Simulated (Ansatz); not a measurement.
Starting cell, HfO$_{2}$ (tetragonal-ZrO2 type, space group P4_2/nmc):

```
CELL_PARAMETERS angstrom
      3.60482     0.00000     0.00000
      0.00000     3.60482     0.00000
      0.00000     0.00000     5.26502
ATOMIC_POSITIONS crystal
  Hf 0.00000 0.00000 0.00000
  Hf 0.50000 0.50000 0.50000
  O  0.00000 0.50000 0.19324
  O  0.00000 0.50000 0.69324
  O  0.50000 0.00000 0.30676
  O  0.50000 0.00000 0.80676
```

In this cell atom 5 (O, nearest neighbour Hf at 2.070 Å; its periodic images, 3.6 Å or more away, move with it) is moved by s towards the nearest neighbour, unit vector (0.000, -0.871, 0.492); all other atoms and the cell stay fixed.

All values below come from PBE (plane waves to 420 eV, PAW, scalar-relativistic; Ansatz, a program for electronic structure). k mesh 7×7×5 (Γ-centred), Fermi-Dirac smearing 0.05 eV. E stands for the smeared free energy. Left out: 2 of 11 points, with atoms too close for the PAW data. HfO2 is run without spin polarisation. HfO2 was relaxed with its symmetry unable to fall. Spin-orbit coupling is left out, though Hf is heavy. The PAW data are Ansatz's earlier set. This is a high-temperature form of HfO2. The zero of ΔE is the undisplaced structure.

| s (Å) | ΔE (meV/cell) |
|---|---|
| -0.410 | 1033 |
| -0.328 | 696 |
| -0.246 | 413 |
| -0.164 | 195 |
| -0.082 | 52 |
| 0.000 | 0 |
| 0.082 | 60 |
| 0.164 | 261 |
| 0.246 | 646 |

Task: What force constant k = d²E/ds² at s = 0 does the table give?

Result: 17 eV/Å². It is the second difference of the nearest points, corrected with the next pair.

Task: With k = 16.50 eV/Å² from the forces, is the well harmonic out to s = 0.246 Å?

Result: ½ks² = 499 meV/cell against the computed 646 meV/cell, so the well is stiffer than harmonic there.

(A displaced cell: forces are minus the slopes of the energy, force constants its curvatures, and phonons follow from these.)
